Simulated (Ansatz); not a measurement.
**Stability checks on a candidate for Al5BP6**

The structure comes from a generated guess, relaxed at this level; another structure or a mixture of phases may lie lower.

Level of theory: DFT PBE, scalar-relativistic, plane waves, PAW (Ansatz). The final run on the 12-atom cell used 420 eV, a Γ-centred 6×6×6 mesh, 0.02 eV smearing and no spin polarisation.

```
Al B P
1.0
     6.53585    0.00000    0.00000
    -3.26793    5.66022    0.00000
     0.00000    0.00000    6.20227
Al B P
5 1 6
Direct
  0.68090 0.00000 0.00033
  0.31910 0.31910 0.00033
  0.00000 0.68090 0.00033
  0.66667 0.33333 0.50048
  0.33333 0.66667 0.50048
  0.00000 0.00000 0.49825
  0.70836 0.00000 0.38588
  0.29164 0.29164 0.38588
  0.00000 0.70836 0.38588
  0.00000 0.00000 0.82514
  0.66667 0.33333 0.88350
  0.33333 0.66667 0.88350
```

Energies over the elements count from the elements' standard structures at the same level, with no fitted energy shifts. The references include black phosphorus.

**Question.** These tests were run: energy against the elements; random kick, then relaxation without symmetry; phonons at Γ; elastic tensor. What do they show?

**Answer.**

```csv
test,result
energy against the elements,−0.515 eV/atom
"random kick, then relaxation without symmetry",returns
phonons at Γ,lowest optical mode 114 cm⁻¹
elastic tensor,least eigenvalue 44 GPa
```

It fails none of these tests. Whether a mixture of other phases lies lower isn't tested here. Phonons away from Γ weren't computed.

The reference form of P is held partly by dispersion forces, which this level lacks. The kick test ran on a coarse mesh. The run for the phonons used a 6×6×6 k mesh. The run for the elastic tensor used a 6×6×6 k mesh.
